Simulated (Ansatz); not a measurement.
SiO₂:
```
CELL_PARAMETERS angstrom
      4.15495     0.00000     0.00000
      0.00000     4.15495     0.00000
      0.00000     0.00000     2.66142
ATOMIC_POSITIONS crystal
  Si 0.00000 0.00000 0.00000
  Si 0.50000 0.50000 0.50000
  O  0.30559 0.30559 0.00000
  O  0.80559 0.19441 0.50000
  O  0.19441 0.80559 0.50000
  O  0.69441 0.69441 0.00000
```

Cartesian axes are those of the cell as given.

Give the high-frequency dielectric tensor and the Born effective charge tensors of the independent atoms from DFPT, the program Ansatz at the LDA level (PAW).


ε∞:
```
3.38  0.00  0.00
0.00  3.38  0.00
0.00  0.00  3.55
```
Z* of atom 1 (Si), rows: field, columns: displacement, in e:
```
3.81  0.36  0.00
0.36  3.81  0.00
0.00  0.00  4.07
```
Z* of atom 3 (O), rows: field, columns: displacement, in e:
```
-1.90  -0.57   0.00
-0.57  -1.90   0.00
 0.00   0.00  -2.03
```

Space group P4_2/mnm (rutile). This is a known high-pressure phase of the composition, computed here at zero pressure and temperature. Symmetry was held in the LDA relaxation; its stability against distortions is not shown here.

Potentials: the later of the program's two PAW sets.
